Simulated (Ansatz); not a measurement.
An elastic tensor (GPa, Voigt order, standard axes) from plane-wave PAW PBEsol (Ansatz code):

|  | 1 | 2 | 3 | 4 | 5 | 6 |
|---|---|---|---|---|---|---|
| 1 | 451 | 173 | 196 | 0.0 | 29.4 | 0.0 |
| 2 | 173 | 451 | 196 | 0.0 | -29.4 | 0.0 |
| 3 | 196 | 196 | 451 | 0.0 | 0.0 | 0.0 |
| 4 | 0.0 | 0.0 | 0.0 | 152 | 0.0 | -29.4 |
| 5 | 29.4 | -29.4 | 0.0 | 0.0 | 152 | 0.0 |
| 6 | 0.0 | 0.0 | 0.0 | -29.4 | 0.0 | 139 |

### Question
Which compound is it?
(A) MgZnO2, P3m1 (Mg on 1b, Zn on 1c, O on 1b, O on 1c)
(B) Cd2TeSe, R3m (Cd on 3a, Cd on 3a, Te on 3a, Se on 3a)
(C) LaMoN3, R3c (La on 6a, Mo on 6a, N on 18b)
(D) Nb2N, P-31m (Nb on 6k, N on 2d, N on 1a)

### Answer
D, Nb2N, P-31m (Nb on 6k, N on 2d, N on 1a)

The first step of the workflow began from a Materials Project structure, measured or hypothetical; the Crystallography Open Database copy checked does not list it. Whether it is the stable phase at ambient conditions was not checked. The PBEsol relaxation kept the symmetry of its start; its stability against distortions is not shown here. No spin polarisation was allowed. As this level gives no gap, shear constants depend on the k-mesh and smearing (Fermi–Dirac, 0.1 eV here).

Potentials: the later of the program's two PAW sets.
